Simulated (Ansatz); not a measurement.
AlCr3B4 in space group Pmmm (No. 47; Pearson symbol oP8) at seven volumes, DFT-PBEsol in the program Ansatz with PAW potentials, shape and atoms relaxed at each. One row is withheld.

```csv
V (Å³/atom),P (GPa)
7.743,29.95
7.998,18.37
8.254,8.47
8.509,0.00
8.764,?
9.019,-13.39
9.275,-18.61
```

**Question.** Fit the shown pressures and predict the withheld one.

**Answer.** Third-order Birch–Murnaghan: P = (3/2)B₀(x^(7/2) − x^(5/2))[1 + (3/4)(B′ − 4)(x − 1)] with x = (V₀/V)^(2/3). Least squares on the six rows gives V₀ = 8.509 Å³/atom, B₀ = 259.7 GPa, B′ = 4.25. At V = 8.764, x = 0.9805 and P = -7.20 GPa. The run itself gave -7.23 GPa.

The workflow started from a Materials Project entry (that database holds measured and hypothetical structures alike); the Crystallography Open Database files this formula in space group No. 47, but the cells were not matched. Whether it is the stable phase at ambient conditions was not checked. The PBEsol relaxation kept the symmetry of its start; its stability against distortions is not shown here. The workflow began spin-polarised and lost its moments.

Potentials: the later of the program's two PAW sets.
